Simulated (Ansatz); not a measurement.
**Cu: two-dimensional strain map**

Level of theory: Ansatz, DFT r2SCAN, scalar-relativistic, plane waves, PAW. Cutoff 500 eV, Γ-centred 22×22×22 k-points, Gaussian smearing of 0.15 eV. No spin polarisation. Energies are free energies at this smearing, counted from the undisturbed cell; pressure is positive in compression.

The undisturbed cell (as given, not relaxed at this level; it stands at -4.8 GPa):

```xyz
1
Lattice="0.0000 1.8075 1.8075 1.8075 0.0000 1.8075 1.8075 1.8075 0.0000" Properties=species:S:1:pos:R:3 pbc="T T T"
Cu    0.0000    0.0000    0.0000
```

The cell is strained by p along both x and y and by q along z, fractional coordinates fixed. Points are written (p, q).

Energy above the undisturbed cell in meV/atom (a dash: not computed):

```csv
p \ q,-0.030,-0.015,0.000,0.015,0.030
-0.030,16.2,6.5,0.9,-1.2,0.3
-0.015,-0.4,–,-5.4,–,2.8
0.000,-4.5,?,0.0,?,?
0.015,2.3,–,15.3,–,?
0.030,18.5,27.6,39.2,53.1,69.1
```

Fill in the withheld energies.

(0.000, -0.015): -3.8; (0.000, 0.015): 6.7; (0.000, 0.030): 16.1; (0.015, 0.030): 38.7.